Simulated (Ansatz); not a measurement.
Given:

ZnO:
```yaml
crystal:
  lattice:
    - [3.20276, 0.00000, 0.00000]
    - [-1.60138, 2.77367, 0.00000]
    - [0.00000, 0.00000, 5.84714]
  atoms:
    - { symbol: Zn, position: [0.00000, 0.00000, 0.75000] }
    - { symbol: Zn, position: [0.00000, 0.00000, 0.25000] }
    - { symbol: O, position: [0.33333, 0.66667, 0.25000] }
    - { symbol: O, position: [0.66667, 0.33333, 0.75000] }
```

This is the LDA-relaxed structure. x, y and z are the axes in which the lattice vectors are written.

### Question
All from LDA (plane waves, PAW; program Ansatz), unless another level is named. Give the formation energy from the elements (no fitted shifts).

### Answer
-1.24 eV/atom.

### Question
What about the hole effective mass, band 1 of 2 at the edge?

### Answer
1.5 along x (mₑ).

### Question
What about the hole effective mass, band 2 of 2 at the edge?

### Answer
0.54 along x (mₑ).

Space group P6_3/mmc. The workflow started from a Materials Project entry (that database holds measured and hypothetical structures alike); the Crystallography Open Database copy checked does not list it. It is not the phase usual at ambient conditions (space group No. 186). The cell was relaxed with LDA under the symmetry of its start; phonons show weakly imaginary modes. A crystal of weakly bound layers computed without a dispersion correction: the cell and the soft elastic constants depend strongly on that. The references are the lowest solids computed at this level, not always the standard phases (solids in place of the gases).

Potentials: the later of the program's two PAW sets.

Edges and masses are those of Kohn–Sham bands, whose gap is no quasiparticle gap.
